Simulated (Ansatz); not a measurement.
Consider the following.

Mo2RuSe4:
```cif
data_Mo4Ru2Se8
_chemical_formula_sum 'Mo4 Ru2 Se8'
_space_group_name_H-M_alt 'P-1'
_space_group_IT_number 2
_space_group_name_Hall '-P 1'
_cell_length_a 6.70566
_cell_length_b 6.71018
_cell_length_c 6.81510
_cell_angle_alpha 92.132
_cell_angle_beta 94.378
_cell_angle_gamma 94.013
loop_
_atom_site_label
_atom_site_type_symbol
_atom_site_symmetry_multiplicity
_atom_site_Wyckoff_symbol
_atom_site_fract_x
_atom_site_fract_y
_atom_site_fract_z
_atom_site_occupancy
Mo1 Mo 2 i 0.23682 0.54117 0.40931 1
Mo2 Mo 2 i 0.41543 0.23761 0.55208 1
Ru1 Ru 2 i 0.55047 0.41073 0.23812 1
Se1 Se 2 i 0.22313 0.21273 0.21662 1
Se2 Se 2 i 0.37796 0.71485 0.11743 1
Se3 Se 2 i 0.12942 0.37353 0.72828 1
Se4 Se 2 i 0.73037 0.13104 0.38107 1
```

This is the r²SCAN-relaxed structure.

All from r²SCAN (plane waves, PAW; program Ansatz), unless another level is named. Predict the formation energy from the elements (no fitted shifts).

-0.68 eV/atom.

Give the band gap.

0.59 eV (direct).

What about the valence-band maximum?

at Γ.

The workflow started from a Materials Project entry (that database holds measured and hypothetical structures alike); the Crystallography Open Database copy checked does not list it. Entries of such low symmetry are often ordered models of mixed-site phases. Its standing as an ambient phase is unchecked. The r²SCAN relaxation kept the symmetry of its start; whether a distortion lowers the energy is not shown. The run is not spin-polarised. The references are the lowest solids computed at this level, not always the standard phases. Scalar-relativistic: spin–orbit coupling is off unless named, which matters more the heavier the elements.

Potentials: the later of the program's two PAW sets.
